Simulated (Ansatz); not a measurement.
Relaxed-ion elastic tensor of KI (rock salt, Fm-3m) in GPa (Voigt order), LDA in the plane-wave PAW code Ansatz; density 3.48 g/cm³, 39.61 Å³ per atom.

```json
[
 {"": "1", "1": "40.4", "2": "3.9", "3": "3.9", "4": "0.0", "5": "0.0", "6": "0.0"},
 {"": "2", "1": "3.9", "2": "40.4", "3": "3.9", "4": "0.0", "5": "0.0", "6": "0.0"},
 {"": "3", "1": "3.9", "2": "3.9", "3": "40.4", "4": "0.0", "5": "0.0", "6": "0.0"},
 {"": "4", "1": "0.0", "2": "0.0", "3": "0.0", "4": "3.6", "5": "0.0", "6": "0.0"},
 {"": "5", "1": "0.0", "2": "0.0", "3": "0.0", "4": "0.0", "5": "3.6", "6": "0.0"},
 {"": "6", "1": "0.0", "2": "0.0", "3": "0.0", "4": "0.0", "5": "0.0", "6": "3.6"}
]
```

**Question.** Is the crystal mechanically stable?

**Answer.** Yes: the smallest eigenvalue of C is 3.6 GPa.

**Question.** Work out the Voigt, Reuss and Hill averages.

**Answer.** K_V = 16.0, K_R = 16.0, K_H = 16.0; G_V = 9.4, G_R = 5.3, G_H = 7.4 GPa.

**Question.** Give Young's modulus, Poisson's ratio, Pugh's ratio and the universal anisotropy index.

**Answer.** E = 9KG/(3K + G) = 19.1 GPa; ν = 0.30; K/G = 2.18 (ductile by the Pugh limit of 1.75); A_U = 5G_V/G_R + K_V/K_R − 6 = 3.97.

**Question.** Estimate the sound speeds and the Debye temperature.

**Answer.** v_l = √((K + 4G/3)/ρ) = 2720 m/s, v_t = √(G/ρ) = 1450 m/s, mean 1620 m/s; Θ = (h/k)(3n/4πV)^(1/3) v_m = 142 K.

**Question.** Give the Zener ratio and Young's modulus along [100], [110] and [111].

**Answer.** A = 2C44/(C11 − C12) = 0.20; 1/E = S11 − 2(S11 − S12 − S44/2)Γ with Γ = 0, 1/4, 1/3 gives 39.7, 12.3, 10.0 GPa.

Symmetry was held in the LDA relaxation; phonons on a q-mesh show no instability. Scalar-relativistic: spin–orbit coupling is off unless named, which matters more the heavier the elements.

Potentials: the later of the program's two PAW sets.
